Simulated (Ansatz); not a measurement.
# PbIF in Ansatz, relaxation

The command:

```bash
ansatz run input.yaml --threads 2 --pin off --max-ram 3584MiB --backend cpu --events-out ev --progress --plain --runs-dir out
```

input.yaml:

```yaml
crystal:
  lattice:
    - [4.22476, 0.0, 0.0]
    - [0.0, 4.22476, 0.0]
    - [0.0, 0.0, 8.773751]
  atoms:
    - { symbol: Pb, position: [0.25, 0.25, 0.16392] }
    - { symbol: Pb, position: [0.75, 0.75, 0.83608] }
    - { symbol: I, position: [0.25, 0.25, 0.66297] }
    - { symbol: I, position: [0.75, 0.75, 0.33703] }
    - { symbol: F, position: [0.75, 0.25, 0.0] }
    - { symbol: F, position: [0.25, 0.75, 0.0] }
  symmetry: { tolerance: 0.0003 }
kpoints:
  mp_grid: { grid: [6, 6, 4], shift: [0, 0, 0] }
magnetization:
  spin_polarized: false
scf:
  occupations: { method: cold, width: 0.1508 }
  lower_state_search: "off"
hamiltonian:
  pseudopotentials: { kind: paw }
  xc: r2scan
basis:
  ecutwfc: 500
  fft_grid_basis: typed
relax:
  max_steps: 60
  cell: { p_target: 0.0 }
  f_tol: 0.03
output:
  forces: true
  stress: true
  eigenvalues: true
  bader: true
  populations: true
  elf: true
  write_potential: true
  volumetric_format: npy
  dos:
    e_range: [-12, 8]
    de: 0.05
    projected: { site_lists: { F: [F], I: [I], Pb: [Pb] } }
checkpoint:
  read: saved_state
```

Origin of the cell: a database entry, scaled a little.

The saved state is a converged single point of the same cell.

Steps («new basis» is an SCF on plane waves selected anew at the same cell):

```
step  ΔF (meV/atom)  max force component (eV/Å)  P (GPa)  volume (Å³)  SCF iterations   step was
   1            0.0                       0.083     0.92       156.60               6   accepted
   2           -3.2                       0.057    -0.06       162.45               6   accepted
   3           -4.3                       0.014    -0.08       163.74               6   accepted
   4           -5.3                       0.010     0.01       166.03               7   accepted
   5           -5.3                       0.003     0.02       166.36               8   accepted
   6           -5.7                       0.002     0.01       166.36               6  new basis
```

Before:

Space group P4/nmm (No. 129); the run's cell has a = 4.225 Å, b = 4.225 Å, c = 8.774 Å, α = 90.00°, β = 90.00°, γ = 90.00°. Shortest distances: F–Pb 2.56 Å, F–F 2.99 Å, I–Pb 3.35 Å.

The relaxed structure.

Space group P4/nmm (No. 129); the run's cell has a = 4.217 Å, b = 4.217 Å, c = 9.357 Å, α = 90.00°, β = 90.00°, γ = 90.00°. Shortest distances: F–Pb 2.56 Å, F–F 2.98 Å, I–Pb 3.38 Å.

```
CELL_PARAMETERS angstrom
4.21664 0.00000 0.00000
0.00000 4.21664 0.00000
0.00000 0.00000 9.35663
ATOMIC_POSITIONS crystal
Pb 0.25000 0.25000 0.15430
Pb 0.75000 0.75000 0.84570
I 0.25000 0.25000 0.67574
I 0.75000 0.75000 0.32426
F 0.75000 0.25000 0.00000
F 0.25000 0.75000 0.00000
```

```yaml
Free_energy_lowered_by: 5.7 meV/atom
Volume_change: 6.23 %
Final_pressure: 0.01 GPa
Relaxation_steps_listed: 6
Gap_on_the_mesh: 2.43 eV
```

Caveats: no spin-orbit coupling, though heavy elements are present; the relaxation held the start's symmetry, so the end may be a saddle point; wide smearing.

Time: 3.3 min on 2 threads of Arm Neoverse N1, with other jobs on the host, peak memory 0.95 GiB, from a saved density.
